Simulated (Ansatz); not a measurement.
## Energy against volume for CsPbCl3 (cubic perovskite)

CsPbCl3 (cubic perovskite)

```xyz
5
Lattice="5.7356 0.0000 0.0000 0.0000 5.7356 0.0000 0.0000 0.0000 5.7356" Properties=species:S:1:pos:R:3 pbc="T T T"
Cs     0.0000     0.0000     0.0000
Pb     2.8678     2.8678     2.8678
Cl     0.0000     2.8678     2.8678
Cl     2.8678     2.8678     0.0000
Cl     2.8678     0.0000     2.8678
```

This relaxed cell (volume V₀) is scaled evenly in all directions, its shape held. Symmetry pins the atoms to their sites.

Method: PBE (plane waves to 420 eV, PAW, scalar-relativistic; Ansatz, a quantum-chemistry and plane-wave program). k mesh 6×6×6 (Γ-centred), Fermi-Dirac smearing 0.05 eV. Energies are smeared free energies. Stress and pressure are positive under compression. CsPbCl3 was relaxed with its symmetry unable to fall. Spin-orbit coupling is left out, though Pb is heavy. This is a high-temperature form of CsPbCl3. ΔE is measured from the relaxed starting cell.

```tsv
V (Å³/cell)	ΔE (meV/atom)	P (GPa)
177.36	10.4	1.56
179.63	6.5	1.20
181.89	3.6	0.87
184.16	1.6	0.56
186.42	0.4	0.27
188.69	0.0	0.00
190.95	0.4	-0.25
193.21	1.4	-0.49
195.48	3.1	-0.71
197.74	5.4	-0.92
200.01	8.3	-1.11
```

Key numbers:

| Item | Result |
|---|---|
| Pressure at the smallest volume | 1.56 GPa |
| Energy cost of the largest compression | 10.4 meV/atom |
| Energy cost of the largest expansion | 8.3 meV/atom |
| Bulk modulus B₀ (third-order Birch-Murnaghan fit) | 21.8 GPa |
| Pressure derivative B₀′ (fit) | 4.7 |
| Equilibrium volume of the fit | 37.74 Å³/atom |
| Pressure for 5 % compression (fit) | 1.3 GPa |

(A scan under strain: stresses follow from slopes of the energy per volume, elastic moduli from its curvatures.)
